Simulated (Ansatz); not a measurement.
Here is the system:

Si₂W:
```
CELL_PARAMETERS angstrom
     -1.61452     1.61452     3.93370
      1.61452    -1.61452     3.93370
      1.61452     1.61452    -3.93370
ATOMIC_POSITIONS crystal
  W  0.00000 0.00000 0.00000
  Si 0.33457 0.33457 0.00000
  Si 0.66543 0.66543 0.00000
```

This is the PBE-relaxed structure.

Problem. All from DFT-PBE in the program Ansatz with PAW potentials, unless another level is named. Give the electronic character.

Solution. metallic (no gap).

Problem. And the formation energy from the elements (no fitted shifts)?

Solution. -0.34 eV/atom.

Problem. Give the density of states at the Fermi level.

Solution. 0.07 states/eV per atom (mean over ±0.08 eV).

Space group I4/mmm (MoSi2 or CaC2 type). The PBE relaxation kept the symmetry of its start. No spin polarisation was allowed. The references are the lowest solids computed at this level, not always the standard phases. Scalar-relativistic: spin–orbit coupling is off unless named, which matters more the heavier the elements.

Potentials: the later of the program's two PAW sets.
